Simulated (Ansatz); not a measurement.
## Ga3H, all-electron reference calculation

System: artificial Ga3H in the ReO3 structure, strained and with atoms displaced.

Method: Ansatz 0.2 development build, DFT, PBE, all-electron full-potential LAPW, scalar-relativistic, point nucleus. k-points 2×2×2 (half-step shift), Fermi–Dirac smearing of 0.15 eV. The mesh is coarse, so the numbers hold for this sampling and aren't converged over the zone. In metals such a mesh can move stress, forces and moments by their own size. Spin-restricted. Atoms are numbered as listed.

Extended XYZ with forces in eV/Å (energy in eV, pressure in GPa):

```xyz
4
Lattice="4.3506 -0.0176 -0.0388 -0.0176 4.3380 0.0629 -0.0388 0.0629 4.3272" Properties=species:S:1:pos:R:3:forces:R:3 pbc="T T T" free_energy=-158713.9352 pressure=-1.43
H     2.6123    1.0232    1.8282   -0.2676    0.1119   -0.2148
Ga    4.8797    0.9992    1.9001    0.4753    0.5576    0.2860
Ga    2.8778    3.3492    1.6807   -0.2587   -0.5464   -0.9757
Ga    2.9381    0.9163    3.7128    0.0510   -0.1230    0.9045
```

Stress tensor (GPa, compression positive):
```
-2.66 -1.69 -2.55
-1.69 -1.42  6.96
-2.55  6.96 -0.22
```

(1) Repeat with r2SCAN by all-electron PAW datasets generated for the cell without frozen cores, scalar-relativistic, point nucleus.

(2) Repeat with LDA (PW92) by all-electron full-potential LAPW, scalar-relativistic, point nucleus.

Results:

(1) Compared with PBE, the pressure decreases by 2.06 GPa to -3.49 GPa, and the forces move by 0.190 eV/Å (r.m.s. over the atoms).

Forces (eV/Å): H1 (-0.331, 0.056, -0.149); Ga2 (0.369, 0.563, 0.450); Ga3 (-0.210, -0.371, -1.043); Ga4 (0.172, -0.248, 0.742).

(2) Against PBE, the pressure drops by 3.32 GPa to -4.75 GPa, and the forces move by 0.136 eV/Å (r.m.s. over the atoms).

```csv
atom,Fx (eV/Å),Fy (eV/Å),Fz (eV/Å)
H1,-0.246,0.098,-0.192
Ga2,0.363,0.501,0.368
Ga3,-0.213,-0.417,-0.927
Ga4,0.097,-0.182,0.751
```
